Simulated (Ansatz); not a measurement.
NaI (rock salt): values from a third-order Birch-Murnaghan fit to a volume scan beside measured ones. Computed values: r2SCAN (plane waves to 500 eV, PAW, scalar-relativistic; Ansatz, a program for electronic structure). NaI was relaxed with its symmetry unable to fall. Spin-orbit coupling is left out, though I is heavy.

```
quantity                reference                                     kind
----------------------  ---------  ---------------------------------------
Lattice constant a (Å)      6.409  measured at or taken to low temperature
Bulk modulus B₀ (GPa)        17.9  measured at or taken to low temperature
```

References as given in: Klaus Doll, Hermann Stoll, Physical review. B, Condensed matter (1998), arXiv:cond-mat/9801031.

Task: Estimate the r2SCAN values and the sign and size of each difference.

Result: 
```csv
quantity,r2SCAN,difference
Lattice constant a (Å),6.461,+0.8 %
Bulk modulus B₀ (GPa),17.2,-4.2 %
```

r2SCAN overestimates the lattice constant a by 0.8 %. For the bulk modulus B₀ it lies within 5 % of the reference.

(Under strain, the slope of the energy per volume gives the stress and its curvature an elastic modulus.)
